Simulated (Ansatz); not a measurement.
Values for one crystal, relaxed and computed with plane-wave PAW r²SCAN (Ansatz code); other levels are named.

- Volume per atom: 5.72 Å³
- Band gap: 3.16 eV (smallest direct gap 3.18 eV)
- Bulk modulus (Birch–Murnaghan fit): 3840 kbar
- Hole effective mass: 0.41, 0.51, 0.98 mₑ (principal values)
- Pressure derivative B′: 3.9
- Valence-band maximum: at X (k = 0.500, 0.500, 0.500)
- Electron effective mass: 0.55, 1.1, 7.6 mₑ (principal values)

Q: Which compound is it?
A) Ge, P6_3/mmc (Ge on 4e, Ge on 4f)
B) Ge, diamond
C) C, Ibam (C on 8j, C on 4a)
D) Si, Cmcm (Si on 8f, Si on 8f, Si on 8f)

A: C, C, Ibam (C on 8j, C on 4a)

The start of the workflow was typed in or built on a structure type; neither database checked (COD, Materials Project) lists it. It is not the phase usual at ambient conditions (space group No. 194, 227). Symmetry was held in the r²SCAN relaxation; its stability against distortions is not shown here. The volume moved by 19 % from the start of the relaxation.

Potentials: the earlier of the program's two PAW sets.
